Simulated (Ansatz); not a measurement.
## BeZn$_{2}$Te$_{3}$: relaxed-ion elastic tensor

Theory: DFT PBE, scalar-relativistic, plane waves, PAW in Ansatz. Cutoff 420 eV, 6×6×4 k-points (Γ-centred), fixed occupations. No spin polarisation.

Relaxed structure:
```xyz
6
Lattice="4.2506 0.0000 0.0000 -2.1253 3.6811 0.0000 0.0000 0.0000 10.4346" Properties=species:S:1:pos:R:3 pbc="T T T"
Be    0.0000    2.4541    6.9620
Zn    0.0000    0.0000   10.3730
Zn    2.1253    1.2270    3.5615
Te    0.0000    2.4541    9.4093
Te    2.1253    1.2270    6.2292
Te    0.0000    0.0000    2.5947
```

The cell was found from a structure generator's guess, not taken from experiment. Spin–orbit coupling is left out, which matters for heavy elements.

Question: Give the relaxed-ion elastic constants (GPa, Voigt order xx yy zz yz xz xy, on the Cartesian axes of the cell above).

Answer:
C11 = 84.9, C12 = 29.2, C13 = 24.8, C14 = 7.2, C22 = 84.9, C23 = 24.8, C24 = -7.2, C33 = 96.4, C44 = 23.4, C55 = 23.4, C56 = 7.2, C66 = 27.8 GPa; the others vanish.

Question: Is the crystal stable against homogeneous strain?

Answer: Yes: the least eigenvalue of the tensor is 18.1 GPa.

Question: And the moduli of a polycrystal (Hill averages)?

Answer: B = 47 GPa, G = 26 GPa, E = 66 GPa, ν = 0.27.
